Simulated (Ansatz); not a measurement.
BP:
```
CELL_PARAMETERS angstrom
      0.00000     2.27417     2.27417
      2.27417     0.00000     2.27417
      2.27417     2.27417     0.00000
ATOMIC_POSITIONS crystal
  B  0.25000 0.25000 0.25000
  P  0.50000 0.50000 0.50000
```

Cartesian axes are those of the cell as given.

Give the high-frequency dielectric tensor and the Born effective charge tensors of the independent atoms from DFPT, DFT-PBE in the program Ansatz with PAW potentials.


ε∞:
```
9.16  0.00  0.00
0.00  9.16  0.00
0.00  0.00  9.16
```
Z* of atom 1 (B), rows: field, columns: displacement, in e:
```
-0.49   0.00   0.00
 0.00  -0.49   0.00
 0.00   0.00  -0.49
```
Z* of atom 2 (P), rows: field, columns: displacement, in e:
```
0.49  0.00  0.00
0.00  0.49  0.00
0.00  0.00  0.49
```

Static charges for comparison (Bader): B1 +0.46, P2 -0.46 e. Born charges measure polarisation by displacement and can exceed these by far.

Space group F-43m (zinc blende). The PBE relaxation kept the symmetry of its start. The volume moved by 18 % from the start of the relaxation.

Potentials: the later of the program's two PAW sets.
